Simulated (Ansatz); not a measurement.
HgPd, DFT, PBEsol, PAW with Ansatz's default frozen-core files, scalar-relativistic (Ansatz 0.2.0), run on 1 thread of Intel(R) Xeon(R) Platinum 8488C (Sapphire Rapids) on a shared host.

The cell is COD entry 1537801, as deposited and not checked against the literature; nothing was relaxed.

Command: `ansatz run input.yaml --threads 1 --pin off --max-ram 3072MiB --backend cpu --events-out ev --progress --plain --runs-dir out`

```yaml
crystal:
  lattice:
    - [3.0299525574, 0.0, 0.0]
    - [0.0, 3.0299525574, 0.0]
    - [0.0, 0.0, 3.692]
  atoms:
    - { symbol: Hg, position: [0.0, 0.0, 0.0] }
    - { symbol: Pd, position: [0.5, 0.5, 0.5] }
kpoints:
  mp_grid: { grid: [11, 11, 9] }
  band_path:
    path:
      - [0.0, 0.0, 0.0]
      - [0.0, 0.5, 0.0]
      - [0.5, 0.5, 0.0]
      - [0.0, 0.0, 0.0]
      - [0.0, 0.0, 0.5]
      - [0.0, 0.5, 0.5]
      - [0.5, 0.5, 0.5]
      - [0.0, 0.0, 0.5]
      - [0.0, 0.5, 0.0]
    npoints: 14
scf:
  occupations: { method: fermi_dirac, width: 0.05 }
hamiltonian:
  xc: pbesol
  pseudopotentials: { kind: paw }
output:
  forces: true
  stress: true
  eigenvalues: true
  efg: { contact_densities: true }
  populations: true
  bader: true
  dos: { projected: true, de: 0.2, e_range: [-14, 8] }
  write_density: true
  write_potential: true
  elf: true
  volumetric_format: npy
```

(1) How large is the problem that the program sets up?

(2) Estimate the wall time and the peak memory.

(3) And the same cell and mesh by all-electron LAPW, asked for forces, stress, eigenvalues, fatbands, populations, dos and the same band path, on the same hardware?

(4) And the same cell and mesh by all-electron PAW (datasets made for this crystal), asked for forces, stress, eigenvalues, efg and the same band path, on the same hardware?

Results:

(1) 105 irreducible k-points, 629 plane waves at Γ, 23 bands.

(2) 13 s of wall time for 7 SCF iterations, with a peak of 0.49 GiB. Times on shared machines scatter by tens of per cent.

(3) 57 s, peak memory 0.65 GiB.

(4) 17 s, peak memory 0.62 GiB.
